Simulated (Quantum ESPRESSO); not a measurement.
MgAl5GaSiN8, finding a planted mistake in a log

Simulated, not a measurement. The program is pw.x of Quantum ESPRESSO 7.5 (plane-wave density functional theory). The cell is made up: 16 atoms on a doubled wurtzite lattice, with randomly drawn elements, strain and displacements, not relaxed. PseudoDojo standard norm-conserving files (v0.5 for PBE, v0.4.1 for LDA and PBEsol) set the functional; there is no spin polarisation, spin-orbit coupling or dispersion term, and the masses in the input are unused placeholders.

Intended input:

```
&control calculation='scf', pseudo_dir='./dojo.nc.sr.pbe.v0_5.standard.upf', outdir='./o', disk_io='medium', tprnfor=.true., tstress=.true. /
&system ibrav=0, nat=16, ntyp=5, nbnd=47, ecutwfc=84.00895049, nosym=.true., tot_charge=0,
 occupations='smearing', smearing='fd', degauss=0.0018374661
/
&electrons conv_thr=7.350e-09, electron_maxstep=60, /
ATOMIC_SPECIES
Al 1.0 Al.upf
Ga 1.0 Ga.upf
Mg 1.0 Mg.upf
N 1.0 N.upf
Si 1.0 Si.upf
CELL_PARAMETERS angstrom
3.1268 -0.0257 0.036
-0.0445 5.4985 -0.0055
0.1176 -0.0103 10.4142
ATOMIC_POSITIONS angstrom
Mg 0.0239 0.0276 0.0684
Al 1.5571 2.7739 -0.0042
Al 1.6428 0.9393 2.6039
Al 0.0383 3.6287 2.5355
Ga 0.0535 -0.0401 5.2634
Al 1.6205 2.7473 5.2369
Si 1.6146 0.814 7.8712
Al 0.0276 3.6104 7.8123
N -0.0278 0.0013 1.9235
N 1.554 2.7398 1.9394
N 1.6591 0.9179 4.5962
N 0.0448 3.6868 4.5548
N 0.0586 0.0352 7.1647
N 1.5967 2.737 7.2388
N 1.7361 0.8816 9.7275
N 0.0079 3.6753 9.7701
K_POINTS automatic
7 4 2 1 1 1
```

The log is shortened where brackets say so; the opening notice, blank lines, dates and the lines on written files are dropped, and the path of the files is cut. It prints rydbergs, bohrs and kilobars, and counts compression as positive stress. Where no state is partly filled, the Fermi energy that it prints is only some level between the filled and the empty states on the mesh, and need not lie in the true gap.

Log of the intended run:

```
     Program PWSCF v.7.5
     Parallel version (MPI & OpenMP), running on       1 processor cores
     Number of MPI processes:                 1
     Threads/MPI process:                     1
     [start-up lines left out]
     bravais-lattice index     =            0
     lattice parameter (alat)  =       5.9094  a.u.
     unit-cell volume          =    1208.0395 (a.u.)^3
     number of atoms/cell      =           16
     number of atomic types    =            5
     number of electrons       =        82.00
     number of Kohn-Sham states=           47
     kinetic-energy cutoff     =      84.0090  Ry
     charge density cutoff     =     336.0358  Ry
     scf convergence threshold =      7.3E-09
     mixing beta               =       0.7000
     number of iterations used =            8  plain     mixing
     Exchange-correlation= PBE
                           (   1   4   3   4   0   0   0)
     [axes and pseudopotential details left out]
   Cartesian axes
     site n.     atom                  positions (alat units)
         1        Mg     tau(   1) = (   0.0076428   0.0088260   0.0218732  )
         2        Al     tau(   2) = (   0.4979353   0.8870483  -0.0013431  )
         3        Al     tau(   3) = (   0.5253408   0.3003729   0.8326850  )
         4        Al     tau(   4) = (   0.0122477   1.1603994   0.8108118  )
         5        Ga     tau(   5) = (   0.0171084  -0.0128233   1.6831500  )
         6        Al     tau(   6) = (   0.5182096   0.8785420   1.6746757  )
         7        Si     tau(   7) = (   0.5163229   0.2603040   2.5170822  )
         8        Al     tau(   8) = (   0.0088260   1.1545474   2.4982469  )
         9        N      tau(   9) = (  -0.0088900   0.0004157   0.6151041  )
        10        N      tau(  10) = (   0.4969440   0.8761436   0.6201887  )
        11        N      tau(  11) = (   0.5305533   0.2935295   1.4697903  )
        12        N      tau(  12) = (   0.0143263   1.1789789   1.4565512  )
        13        N      tau(  13) = (   0.0187393   0.0112564   2.2911549  )
        14        N      tau(  14) = (   0.5105988   0.8752482   2.3148509  )
        15        N      tau(  15) = (   0.5551766   0.2819214   3.1106968  )
        16        N      tau(  16) = (   0.0025263   1.1753014   3.1243196  )
     number of k points=    28  Fermi-Dirac smearing, width (Ry)=  0.0018
                       cart. coord. in units 2pi/alat
        k(    1) = (   0.0711695   0.0717405   0.0743358), wk =   0.0714286
        k(    2) = (   0.0728972   0.0716043  -0.0758208), wk =   0.0714286
     [further k points left out]
     Dense  grid:   125735 G-vectors     FFT dimensions: (  36,  64, 120)
     Estimated max dynamical RAM per process >     198.30 MB
     Initial potential from superposition of free atoms
     starting charge      81.9836, renormalised to      82.0000
     Starting wfcs are   70 randomized atomic wfcs
     total cpu time spent up to now is       15.0 secs
     per-process dynamical memory:   126.2 Mb
     Self-consistent Calculation
     iteration #  1     ecut=    84.01 Ry     beta= 0.70
     Davidson diagonalization with overlap
     ethr =  1.00E-02,  avg # of iterations =  3.0
     total cpu time spent up to now is       39.5 secs
     total energy              =    -468.26333109 Ry
     estimated scf accuracy    <       5.04778226 Ry
     iteration #  2     ecut=    84.01 Ry     beta= 0.70
     Davidson diagonalization with overlap
     ethr =  6.16E-03,  avg # of iterations =  4.0
     total cpu time spent up to now is       63.1 secs
     total energy              =    -465.67551335 Ry
     estimated scf accuracy    <      19.78572745 Ry
     [iterations 3 to 14 left out]
     iteration # 15     ecut=    84.01 Ry     beta= 0.70
     Davidson diagonalization with overlap
     ethr =  3.19E-10,  avg # of iterations =  2.0
     total cpu time spent up to now is      412.9 secs
     total energy              =    -470.54360555 Ry
     estimated scf accuracy    <       0.00000003 Ry
     iteration # 16     ecut=    84.01 Ry     beta= 0.70
     Davidson diagonalization with overlap
     ethr =  3.10E-11,  avg # of iterations =  3.7
     total cpu time spent up to now is      435.1 secs
     End of self-consistent calculation
     [lines on levels left out]
     the Fermi energy is     9.0743 ev
!    total energy              =    -470.54360555 Ry
     estimated scf accuracy    <          2.5E-09 Ry
     smearing contrib. (-TS)   =      -0.00000000 Ry
     internal energy E=F+TS    =    -470.54360555 Ry
     The total energy is F=E-TS. E is the sum of the following terms:
     one-electron contribution =    -216.70583937 Ry
     hartree contribution      =     157.73106124 Ry
     xc contribution           =    -121.65183448 Ry
     ewald contribution        =    -289.91699293 Ry
     convergence has been achieved in  16 iterations
     Forces acting on atoms (cartesian axes, Ry/au):
     atom    1 type  3   force =     0.00758679   -0.01544744   -0.05897120
     atom    2 type  1   force =    -0.05011147   -0.02172869   -0.02927732
     atom    3 type  1   force =    -0.04163198   -0.04666431   -0.01585776
     atom    4 type  1   force =    -0.02963567    0.06888150   -0.00502254
     atom    5 type  2   force =     0.01408414    0.03956889   -0.10741851
     atom    6 type  1   force =    -0.00882144   -0.01670448   -0.03047635
     atom    7 type  5   force =     0.01468646    0.08960638    0.13482607
     atom    8 type  1   force =     0.00148799   -0.00008458    0.10549065
     atom    9 type  4   force =     0.04495572   -0.00292615    0.15741740
     atom   10 type  4   force =     0.02398068   -0.01871123    0.01882060
     atom   11 type  4   force =    -0.01680339    0.03174757    0.01599621
     atom   12 type  4   force =     0.00837157   -0.05562139    0.01674612
     atom   13 type  4   force =     0.00012069    0.00272691    0.07116691
     atom   14 type  4   force =    -0.00196510   -0.07404426   -0.04826103
     atom   15 type  4   force =    -0.02953987    0.07685259   -0.16467207
     atom   16 type  4   force =     0.06323487   -0.05745132   -0.06050717
     Total force =     0.400488     Total SCF correction =     0.000188
     Computing stress (Cartesian axis) and pressure
          total   stress  (Ry/bohr**3)                   (kbar)     P=      -42.58
   0.00000400   0.00011342  -0.00023220            0.59       16.68      -34.16
   0.00011342  -0.00033337   0.00003372           16.68      -49.04        4.96
  -0.00023220   0.00003372  -0.00053898          -34.16        4.96      -79.29
     init_run     :     12.22s CPU     14.87s WALL (       1 calls)
     electrons    :    397.81s CPU    420.09s WALL (       1 calls)
     forces       :      4.74s CPU      4.80s WALL (       1 calls)
     stress       :     15.28s CPU     16.07s WALL (       1 calls)
     [timing details left out]
     PWSCF        :   7m10.26s CPU   7m36.21s WALL
     JOB DONE.
```

A second run was made from an input with one planted mistake. Its log:

```
     Program PWSCF v.7.5
     Parallel version (MPI & OpenMP), running on       1 processor cores
     Number of MPI processes:                 1
     Threads/MPI process:                     1
     [start-up lines left out]
     bravais-lattice index     =            0
     lattice parameter (alat)  =       5.8007  a.u.
     unit-cell volume          =    1142.5843 (a.u.)^3
     number of atoms/cell      =           16
     number of atomic types    =            5
     number of electrons       =        82.00
     number of Kohn-Sham states=           47
     kinetic-energy cutoff     =      84.0090  Ry
     charge density cutoff     =     336.0358  Ry
     scf convergence threshold =      7.3E-09
     mixing beta               =       0.7000
     number of iterations used =            8  plain     mixing
     Exchange-correlation= PBE
                           (   1   4   3   4   0   0   0)
     [axes and pseudopotential details left out]
   Cartesian axes
     site n.     atom                  positions (alat units)
         1        Mg     tau(   1) = (   0.0076557   0.0088285   0.0218595  )
         2        Al     tau(   2) = (   0.4979140   0.8870518  -0.0013357  )
         3        Al     tau(   3) = (   0.5253442   0.3003642   0.8326800  )
         4        Al     tau(   4) = (   0.0122491   1.1603768   0.8107880  )
         5        Ga     tau(   5) = (   0.0171032  -0.0128355   1.6831474  )
         6        Al     tau(   6) = (   0.5182098   0.8785165   1.6746447  )
         7        Si     tau(   7) = (   0.5163203   0.2602940   2.5170654  )
         8        Al     tau(   8) = (   0.0088285   1.1545454   2.4982356  )
         9        N      tau(   9) = (  -0.0088936   0.0004235   0.6150951  )
        10        N      tau(  10) = (   0.4969367   0.8761384   0.6201772  )
        11        N      tau(  11) = (   0.5305566   0.2935230   1.4697650  )
        12        N      tau(  12) = (   0.0143341   1.1789785   1.4565385  )
        13        N      tau(  13) = (   0.0187320   0.0112718   2.2911406  )
        14        N      tau(  14) = (   0.5105866   0.8752262   2.3148244  )
        15        N      tau(  15) = (   0.5551852   0.2819254   3.1106594  )
        16        N      tau(  16) = (   0.0025410   1.1752973   3.1242768  )
     number of k points=    28  Fermi-Dirac smearing, width (Ry)=  0.0018
                       cart. coord. in units 2pi/alat
        k(    1) = (   0.0711698   0.0717419   0.0743366), wk =   0.0714286
        k(    2) = (   0.0728956   0.0716056  -0.0758213), wk =   0.0714286
     [further k points left out]
     Dense  grid:   118833 G-vectors     FFT dimensions: (  36,  60, 120)
     Estimated max dynamical RAM per process >     187.78 MB
     Initial potential from superposition of free atoms
     starting charge      81.9836, renormalised to      82.0000
     Starting wfcs are   70 randomized atomic wfcs
     total cpu time spent up to now is       13.7 secs
     per-process dynamical memory:   119.6 Mb
     Self-consistent Calculation
     iteration #  1     ecut=    84.01 Ry     beta= 0.70
     Davidson diagonalization with overlap
     ethr =  1.00E-02,  avg # of iterations =  3.1
     total cpu time spent up to now is       46.2 secs
     total energy              =    -468.26624907 Ry
     estimated scf accuracy    <       5.13566605 Ry
     iteration #  2     ecut=    84.01 Ry     beta= 0.70
     Davidson diagonalization with overlap
     ethr =  6.26E-03,  avg # of iterations =  4.3
     total cpu time spent up to now is       86.5 secs
     total energy              =    -465.83709281 Ry
     estimated scf accuracy    <      18.29700007 Ry
     [iterations 3 to 14 left out]
     iteration # 15     ecut=    84.01 Ry     beta= 0.70
     Davidson diagonalization with overlap
     ethr =  1.78E-10,  avg # of iterations =  2.1
     total cpu time spent up to now is      426.0 secs
     total energy              =    -470.54071222 Ry
     estimated scf accuracy    <       0.00000002 Ry
     iteration # 16     ecut=    84.01 Ry     beta= 0.70
     Davidson diagonalization with overlap
     ethr =  2.03E-11,  avg # of iterations =  3.7
     total cpu time spent up to now is      450.3 secs
     End of self-consistent calculation
     [lines on levels left out]
     the Fermi energy is     9.9567 ev
!    total energy              =    -470.54071223 Ry
     estimated scf accuracy    <          1.4E-09 Ry
     smearing contrib. (-TS)   =      -0.00000000 Ry
     internal energy E=F+TS    =    -470.54071223 Ry
     The total energy is F=E-TS. E is the sum of the following terms:
     one-electron contribution =    -208.76983783 Ry
     hartree contribution      =     155.81116048 Ry
     xc contribution           =    -122.23201049 Ry
     ewald contribution        =    -295.35002439 Ry
     convergence has been achieved in  16 iterations
     Forces acting on atoms (cartesian axes, Ry/au):
     atom    1 type  3   force =     0.00952876   -0.01618606   -0.06428772
     atom    2 type  1   force =    -0.06198088   -0.02878967   -0.02724097
     atom    3 type  1   force =    -0.04982385   -0.04812608   -0.01451940
     atom    4 type  1   force =    -0.03397781    0.07569505   -0.00176611
     atom    5 type  2   force =     0.01572738    0.04274369   -0.11464157
     atom    6 type  1   force =    -0.01163551   -0.01806080   -0.03072204
     atom    7 type  5   force =     0.01478650    0.09674485    0.13900676
     atom    8 type  1   force =     0.00242766    0.00719244    0.11175078
     atom    9 type  4   force =     0.05277944   -0.00609182    0.17158571
     atom   10 type  4   force =     0.02799104   -0.02156488    0.01811768
     atom   11 type  4   force =    -0.01872230    0.03567291    0.01330177
     atom   12 type  4   force =     0.01132245   -0.06221596    0.01178872
     atom   13 type  4   force =    -0.00015487    0.00174279    0.08072710
     atom   14 type  4   force =    -0.00288856   -0.08689132   -0.05311224
     atom   15 type  4   force =    -0.03042452    0.08394515   -0.17293326
     atom   16 type  4   force =     0.07504507   -0.05581028   -0.06705522
     Total force =     0.433202     Total SCF correction =     0.000134
     Computing stress (Cartesian axis) and pressure
          total   stress  (Ry/bohr**3)                   (kbar)     P=       60.25
   0.00076291   0.00011177  -0.00026365          112.23       16.44      -38.78
   0.00011177   0.00033505   0.00005379           16.44       49.29        7.91
  -0.00026365   0.00005379   0.00013081          -38.78        7.91       19.24
     init_run     :     12.89s CPU     13.57s WALL (       1 calls)
     electrons    :    405.82s CPU    436.64s WALL (       1 calls)
     forces       :      4.64s CPU      4.70s WALL (       1 calls)
     stress       :     13.59s CPU     14.23s WALL (       1 calls)
     [timing details left out]
     PWSCF        :   7m17.10s CPU   7m49.42s WALL
     JOB DONE.
```

Question: what was wrong in the second input?

Answer: the cell and the positions are scaled by a wrong factor. The input lines that differ, file-writing options aside:

```
- 3.1268 -0.0257 0.036
+ 3.0693 -0.0252 0.0353
- -0.0445 5.4985 -0.0055
+ -0.0437 5.3973 -0.0054
- 0.1176 -0.0103 10.4142
+ 0.1154 -0.0101 10.2226
- Mg 0.0239 0.0276 0.0684
+ Mg 0.0235 0.0271 0.0671
- Al 1.5571 2.7739 -0.0042
+ Al 1.5284 2.7229 -0.0041
- Al 1.6428 0.9393 2.6039
+ Al 1.6126 0.922 2.556
- Al 0.0383 3.6287 2.5355
+ Al 0.0376 3.5619 2.4888
- Ga 0.0535 -0.0401 5.2634
+ Ga 0.0525 -0.0394 5.1666
- Al 1.6205 2.7473 5.2369
+ Al 1.5907 2.6967 5.1405
- Si 1.6146 0.814 7.8712
+ Si 1.5849 0.799 7.7264
- Al 0.0276 3.6104 7.8123
+ Al 0.0271 3.544 7.6686
- N -0.0278 0.0013 1.9235
+ N -0.0273 0.0013 1.8881
- N 1.554 2.7398 1.9394
+ N 1.5254 2.6894 1.9037
- N 1.6591 0.9179 4.5962
+ N 1.6286 0.901 4.5116
- N 0.0448 3.6868 4.5548
+ N 0.044 3.619 4.471
- N 0.0586 0.0352 7.1647
+ N 0.0575 0.0346 7.0329
- N 1.5967 2.737 7.2388
+ N 1.5673 2.6866 7.1056
- N 1.7361 0.8816 9.7275
+ N 1.7042 0.8654 9.5485
- N 0.0079 3.6753 9.7701
+ N 0.0078 3.6077 9.5903
```

|  | intended run | run with the mistake |
| --- | --- | --- |
| free energy (eV) | -6402.072 | -6402.033 |
| smearing term -TS (eV) | 0.0000 | 0.0000 |
| pressure (GPa) | -4.26 | 6.03 |
| largest force component (eV/Å) | 4.234 | 4.446 |
| largest change of a force component (eV/Å) |  | 0.364 |
| iterations | 16 | 16 |

For scale, a rerun of the intended cell at a cutoff of 1437 eV and k mesh 9 x 6 x 4 moved values by no more than 0.004 eV in energy, 0.02 GPa in stress and 0.003 eV/Å in force.